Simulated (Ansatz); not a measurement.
SnSe2:
Space group P-3m1 (No. 164); a = b = 3.8290 Å, c = 6.2850 Å, α = β = 90.00°, γ = 120.00°

| atom | site | symmetry | x | y | z |
|---|---|---|---|---|---|
| Sn | 1a | -3m. | 0.0000 | 0.0000 | 0.0000 |
| Se | 2d | 3m. | 0.3333 | 0.6667 | 0.2504 |

Relaxed at zero pressure with plane-wave PAW r²SCAN+D4 (Ansatz code).

The volume is raised by 6 % and shape and atoms relax at that volume. What pressure results, and how do the axes share the change?

-0.9 GPa; a 0.4 %, b 0.4 %, c 5.1 %; the energy rises by 5 meV/atom.

Give the new structure.


Space group P-3m1 (No. 164); a = 3.845 Å, b = 3.845 Å, c = 6.608 Å, α = 90.00°, β = 90.00°, γ = 120.00°

```csv
atom,site,symmetry,x,y,z
Sn,1a,-3m.,0.0000,0.0000,0.0000
Se,2d,3m.,0.3333,0.6667,0.2382
```

The phase is kept; no other phase was compared at this pressure.

The r²SCAN+D4 relaxation kept the symmetry of its start; of distortions, only those at the zone centre were tested. Spin–orbit coupling is left out wherever it is not named.

Potentials: the later of the program's two PAW sets.
